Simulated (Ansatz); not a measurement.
Ge (diamond, Fd-3m) at seven volumes, DFT-PBE in the program Ansatz with PAW potentials, scaled uniformly. One row is withheld.

| V (Å³/atom) | P (GPa) |
|---|---|
| 21.757 | 6.96 |
| 22.474 | ? |
| 23.191 | 1.93 |
| 23.909 | -0.01 |
| 24.626 | -1.63 |
| 25.343 | -2.97 |
| 26.060 | -4.08 |

Question: Fit the shown pressures and predict the withheld one.

Answer: P = (3/2)B₀(x^(7/2) − x^(5/2))[1 + (3/4)(B′ − 4)(x − 1)] with x = (V₀/V)^(2/3). Least squares on the six rows gives V₀ = 23.905 Å³/atom, B₀ = 58.6 GPa, B′ = 4.93. At V = 22.474, x = 1.0420 and P = 4.21 GPa. The run itself gave 4.21 GPa.

Symmetry was held in the PBE relaxation.

Potentials: the earlier of the program's two PAW sets.
